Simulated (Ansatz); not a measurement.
Relaxing a structure of Hf

The start is a generated cell, Hf built in the omega structure type. The structure is fully relaxed (lattice and positions, P = 0) with PBEsol (plane waves to 420 eV, PAW, scalar-relativistic; Ansatz, a quantum-chemistry and plane-wave program). The first steps use a coarse 8×8×11 k-mesh.

The start:
```
CELL_PARAMETERS angstrom
      5.02082     0.00000     0.00000
     -2.51041     4.34816     0.00000
      0.00000     0.00000     3.05375
ATOMIC_POSITIONS crystal
  Hf 0.00000 0.00000 0.00000
  Hf 0.33333 0.66667 0.50000
  Hf 0.66667 0.33333 0.50000
```

**Question.** How large is the pressure on the unrelaxed cell, and of which sign?

**Answer.** -4.0 GPa (negative: the cell is under tension).

**Question.** By how much does the energy per atom fall from start to end?

**Answer.** 0.02 eV/atom.

**Question.** How does the volume change?

**Answer.** -3.8 %, from 22.22 to 21.38 Å³/atom.

**Question.** How do the shortest distances between atoms change?

**Answer.** The closest pairs of elements (up to four, under 3.6 Å), start → end: Hf–Hf 2.90 → 2.84 Å.

The space group stays P6/mmm (No. 191) (the run could not lower it), with 3 atoms in the primitive cell. Final values are on a 11×11×15 k-mesh of the relaxed cell. No spin polarisation in the result.

The run could not lose the symmetry of its start: the end is stationary, and may be a saddle point rather than a minimum.

All atoms sit on sites fixed by symmetry, so only the cell could relax.

The relaxed structure here is a generated cell of Hf: the first start was made by placing the elements on the sites of a structure type, and the end was not matched to a known phase here, so it may be hypothetical. Known forms of Hf include space group No. 194.
